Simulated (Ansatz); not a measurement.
The start is a generated cell, Al2Cu placed in the MoSi2 structure type. Cell shape, volume and atoms are optimised at zero target pressure with PBE (plane waves to 420 eV, PAW, scalar-relativistic; Ansatz, a quantum-chemistry and plane-wave program). The first steps use a coarse 14×14×14 k-mesh.

Starting cell:
```
CELL_PARAMETERS angstrom
     -1.66930     1.66930     4.08567
      1.66930    -1.66930     4.08567
      1.66930     1.66930    -4.08567
ATOMIC_POSITIONS crystal
  Cu 0.00000 0.00000 0.00000
  Al 0.33530 0.33530 0.00000
  Al 0.66470 0.66470 0.00000
```

* **Outcome**: The space group stays I4/mmm (No. 139) (the run could not lower it), with 3 atoms in the primitive cell
* **Energy released**: 0.01 eV/atom
* **Shortest distances (start → end)**: The closest pairs of elements (up to four, under 3.6 Å), start → end: Al–Al 2.69 → 2.55 Å; Al–Cu 2.72 → 2.57 Å; Cu–Cu 3.34 → 3.44 Å
* **Band gap at the end**: zero (metallic)
* **Optimiser moves**: 9

Final structure:

```cif
data_Al4Cu2
_chemical_formula_sum 'Cu2 Al4'
_space_group_name_H-M_alt 'I4/mmm'
_space_group_IT_number 139
_space_group_name_Hall '-I 4 2'
_cell_length_a 3.43974
_cell_length_b 3.43974
_cell_length_c 7.69004
_cell_angle_alpha 90.000
_cell_angle_beta 90.000
_cell_angle_gamma 90.000
loop_
_atom_site_label
_atom_site_type_symbol
_atom_site_symmetry_multiplicity
_atom_site_Wyckoff_symbol
_atom_site_fract_x
_atom_site_fract_y
_atom_site_fract_z
_atom_site_occupancy
Cu1 Cu 2 a 0.00000 0.00000 0.00000 1
Al1 Al 4 e 0.00000 0.00000 0.33429 1
```
(The calculation used a cell of 3 atoms; values per cell refer to that cell.)

Final values are on a 19×19×19 k-mesh of the relaxed cell. No spin polarisation in the result.

The run could not lower the symmetry of its start; a shaken copy of this end point relaxes with PBE to C2/m (No. 12) at a tolerance of 0.01 Å, Immm (No. 71) at 0.1 Å, 0.05 eV/atom lower.

The first start was generated by placing the elements on the sites of a structure type. Materials Project lists a structure of Al2Cu in the same space group, I4/mmm (No. 139); the sites were not compared with it, nor with measured phases. Known forms of Al2Cu include space group No. 140.
